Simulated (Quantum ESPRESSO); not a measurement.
PtRu2Al4Ir, one composition in several site orders

Computed values, not a measurement. The program is pw.x of Quantum ESPRESSO 7.5 (plane-wave density functional theory). The cell is made up: eight metal atoms on a face-centred cubic lattice, with elements, volume, strain and displacements drawn at random and not relaxed, so it may be unstable or far from any real phase. PseudoDojo standard norm-conserving files set the functional (PBE unless stated); there is no spin polarisation or spin-orbit coupling, the Fermi-Dirac width of 0.25 eV means electrons at about 2900 K, and the masses in the input are unused placeholders. Heavy elements are run without spin-orbit coupling, which real alloys of them have. A spin test at this wide smearing found no moment, but such smearing suppresses magnetism that the real alloy may have.

The runs put one composition on the sites in different orders. Cell, positions, cutoff, mesh and smearing stay as in the input of run 1; sites are counted in its order. Stress in the tables is positive in tension.

Input of run 1:

```
&control calculation='scf', pseudo_dir='./dojo.nc.sr.pbe.v0_5.standard.upf', outdir='./o', disk_io='minimal', tprnfor=.true., tstress=.true. /
&system ibrav=0, nat=8, ntyp=4, nbnd=53, ecutwfc=84.00895049, nosym=.true., tot_charge=0,
 occupations='smearing', smearing='fd', degauss=0.0183746611
/
&electrons conv_thr=1.470e-08, electron_maxstep=70, mixing_beta=0.5 /
ATOMIC_SPECIES
Al 1.0 Al.upf
Ir 1.0 Ir.upf
Pt 1.0 Pt.upf
Ru 1.0 Ru.upf
CELL_PARAMETERS angstrom
0.0062 1.9289 1.9533
-3.8538 3.8678 -3.929
-3.8243 -3.8654 3.9019
ATOMIC_POSITIONS angstrom
Pt -0.1119 0.0592 -0.1053
Ru -3.6607 -1.9316 1.9959
Ru -3.9208 0.0895 -0.0269
Al -3.8368 1.9787 -1.9915
Al -1.8172 0.0193 1.9656
Al -2.0126 2.0492 -0.3164
Al -5.6362 0.0326 2.029
Ir -5.7512 1.8495 -0.0333
K_POINTS automatic
8 4 4 1 1 1
```

```
run  elements on sites 1 to 8  free energy less that of run 1 (eV)  -TS (eV)  pressure (GPa)  stress xx (GPa)  stress yy (GPa)  stress zz (GPa)  stress yz (GPa)  stress xz (GPa)  stress xy (GPa)  iterations
  1   Pt Ru Ru Al Al Al Al Ir                                0.000    -1.208            5.21            -2.69            -7.31            -5.64            -3.86            -4.55             4.12          16
  2   Ir Pt Ru Al Ru Al Al Al                               -0.405    -1.131            3.12             2.68            -7.15            -4.89            -2.67             1.99            -3.36          16
  3   Pt Ru Ru Ir Al Al Al Al                               -2.244    -1.046            0.66            14.26            -8.91            -7.33             2.86            -0.92            -0.03          15
  4   Ru Al Al Ir Al Al Ru Pt                               -0.596    -1.142            4.05            -1.50            -5.84            -4.81            -3.02             5.42            -4.70          16
  5   Ru Pt Ir Al Ru Al Al Al                               -0.506    -1.116            2.80             2.72            -6.65            -4.46            -3.69             1.75            -2.75          17
  6   Ru Pt Al Ru Al Al Ir Al                               -0.953    -1.117            3.12             1.53            -6.93            -3.97            -3.40            -2.01             2.56          16
```

Forces Fx Fy Fz (eV/Å):

| site | run 1 | run 2 | run 3 | run 4 | run 5 | run 6 |
| --- | --- | --- | --- | --- | --- | --- |
| 1 | -0.98 -1.55 1.49 | 0.22 -0.80 0.97 | -0.19 -0.54 0.58 | -0.34 -0.16 0.25 | 0.20 -0.81 0.90 | 0.06 -0.99 1.20 |
| 2 | -1.23 1.32 -1.64 | -1.12 0.53 -0.80 | -0.31 0.92 -1.13 | -1.05 -0.08 -0.20 | -1.21 0.25 -0.53 | 0.82 0.80 -0.94 |
| 3 | 2.12 -0.72 0.08 | 0.83 0.03 -0.33 | 0.62 -0.66 0.32 | -0.23 -0.27 -0.11 | 0.58 0.28 -0.54 | 0.46 -0.83 0.40 |
| 4 | -1.24 -0.47 0.02 | -1.55 0.52 -0.89 | -0.15 0.16 -0.58 | 0.68 -0.05 -0.37 | -1.53 0.62 -0.97 | -0.91 -0.54 0.36 |
| 5 | -1.65 0.43 -0.52 | 0.29 0.17 -0.42 | -0.67 0.17 -0.28 | 1.03 0.20 -0.36 | 0.65 0.17 -0.36 | 0.44 0.13 -0.29 |
| 6 | 1.43 -1.76 2.26 | 1.28 -2.21 2.70 | 0.51 -1.45 1.97 | 0.90 -0.79 1.37 | 1.27 -2.24 2.73 | 1.09 -0.85 1.39 |
| 7 | 0.71 1.32 -1.36 | 0.35 1.47 -1.49 | -0.04 0.86 -0.84 | -0.13 0.19 -0.44 | 0.32 1.47 -1.51 | -1.19 1.73 -2.20 |
| 8 | 0.84 1.43 -0.32 | -0.31 0.29 0.26 | 0.23 0.55 -0.03 | -0.85 0.95 -0.13 | -0.28 0.27 0.27 | -0.77 0.54 0.08 |

The sites are displaced and not relaxed, so the energy differences mix bonding between neighbours with strain and are not ordering energies. A rerun of one cell of this series at a higher cutoff and on a denser mesh moved values by no more than 0.010 eV in energy, 0.02 GPa in stress and 0.015 eV/Å in force, and a second program with other atomic files agreed on that cell to 2 % rms in force and 0.5 GPa in pressure.